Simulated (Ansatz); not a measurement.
# Sr$_{2}$SO: two-dimensional strain map

Computed with Ansatz, DFT LDA, scalar-relativistic, plane waves, PAW. Settings: plane waves to 420 eV, k-mesh 8×8×6 (Γ-centred), Gaussian smearing 0.05 eV. No spin polarisation. Energies are free energies at this smearing, counted from the undisturbed cell; pressure is positive in compression.

Zero of the scan (as given, not relaxed at this level; it stands at -4.8 GPa, and it needn't be the usual structure):

```yaml
crystal:
  lattice:
    - [4.04324, 0.00000, 0.00000]
    - [0.00000, 4.04324, 0.00000]
    - [0.00000, 0.00000, 5.71800]
  atoms:
    - { symbol: Sr, position: [0.00000, 0.00000, 0.00000] }
    - { symbol: Sr, position: [0.50000, 0.50000, 0.50000] }
    - { symbol: S, position: [0.00000, 0.00000, 0.50000] }
    - { symbol: O, position: [0.50000, 0.50000, 0.00000] }
```

The cell is strained by p along both x and y and by q along z, fractional coordinates fixed. Points are written (p, q).

Energy above the undisturbed cell in meV/atom (a dash: not computed):

```csv
p \ q,-0.050,0.000,0.050
-0.050,-2.3,-11.9,19.9
0.000,-9.6,0.0,49.4
0.050,79.7,108.7,–
```

Pressure in GPa:

```
 p \ q  -0.050  0.000  0.050
-0.050     6.0    2.0   -0.3
 0.000    -1.5   -4.8   -6.6
 0.050    -5.5   -8.3      –
```

Gap on the k-mesh in eV:

```
 p \ q  -0.050  0.000  0.050
-0.050    1.95   1.98   2.01
 0.000    2.02   2.14   2.16
 0.050    2.08   2.21      –
```